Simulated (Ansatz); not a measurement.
In (body-centred tetragonal, space group No. 139) at seven volumes, PBEsol in the plane-wave PAW code Ansatz, shape and atoms relaxed at each. One row is withheld.

```json
[
 {"V (Å³/atom)": "23.208", "P (GPa)": "?"},
 {"V (Å³/atom)": "23.973", "P (GPa)": "3.27"},
 {"V (Å³/atom)": "24.738", "P (GPa)": "1.48"},
 {"V (Å³/atom)": "25.504", "P (GPa)": "0.00"},
 {"V (Å³/atom)": "26.269", "P (GPa)": "-1.22"},
 {"V (Å³/atom)": "27.034", "P (GPa)": "-2.23"},
 {"V (Å³/atom)": "27.799", "P (GPa)": "-3.06"}
]
```

Question: Fit the shown pressures and predict the withheld one.

Answer: P = (3/2)B₀(x^(7/2) − x^(5/2))[1 + (3/4)(B′ − 4)(x − 1)] with x = (V₀/V)^(2/3). Least squares on the six rows gives V₀ = 25.504 Å³/atom, B₀ = 44.7 GPa, B′ = 5.36. At V = 23.208, x = 1.0649 and P = 5.43 GPa. The run itself gave 5.42 GPa.

Space group I4/mmm (body-centred tetragonal). Symmetry was held in the PBEsol relaxation.

Potentials: the later of the program's two PAW sets.
